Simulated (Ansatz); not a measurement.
# Si$_{2}$Ni: computed property card

Si₂Ni:
```yaml
crystal:
  lattice:
    - [4.22253, 0.00000, 0.00000]
    - [-2.11126, 3.65682, 0.00000]
    - [0.00000, 0.00000, 2.46772]
  atoms:
    - { symbol: Ni, position: [0.00000, 0.00000, 0.00000] }
    - { symbol: Si, position: [0.33333, 0.66667, 0.50000] }
    - { symbol: Si, position: [0.66667, 0.33333, 0.50000] }
```

Space group P6/mmm (No. 191); conventional cell a = b = 4.223 Å, c = 2.468 Å, α = β = 90.00°, γ = 120.00°.

Method: plane-wave PAW PBEsol (Ansatz code). Structure relaxed to zero pressure with the same functional. Other levels are named where they apply.

Cell and energy:

- Volume per atom: 12.70 Å³
- Density: 5.01 g/cm³
- Formation energy from the elements (no fitted shifts): 0.18 eV/atom

Electronic structure:

* **Electronic character**: metallic (no gap)
* **Density of states at the Fermi level**: 0.67 states/eV per atom (mean over ±0.08 eV)

Magnetism:

* **Magnetic order**: non-magnetic (starting moments vanished)

Mechanics:

* **Bulk modulus (Birch–Murnaghan fit)**: 147 GPa
* **Pressure derivative B′**: 4.4
* **Elastic constants (relaxed ions, GPa)**: C11 = 130, C12 = 220, C13 = 78.8, C33 = 317, C44 = -62.8
* **Mechanical stability**: unstable (C has a negative eigenvalue)

Phonons:

- Highest zone-centre frequency = 341 cm⁻¹
- Zone-centre stability = unstable, softest mode 130i cm⁻¹

A made-up cell: these elements were put on the sites of a structure type; neither database checked (COD, Materials Project) lists it. It is not the phase usual at ambient conditions (space group No. 225). The PBEsol relaxation kept the symmetry of its start. The workflow began spin-polarised and lost its moments. As this level gives no gap, shear constants depend on the k-mesh and smearing (Fermi–Dirac, 0.1 eV here). As this level gives no gap, phonon frequencies hold no LO–TO term and depend on the k-mesh and smearing (Fermi–Dirac, 0.1 eV here). On the denser mesh and wider smearing of the elastic run this cell carries a stress of 0.8 GPa. The references are the lowest solids computed at this level, not always the standard phases.

Potentials: the later of the program's two PAW sets.
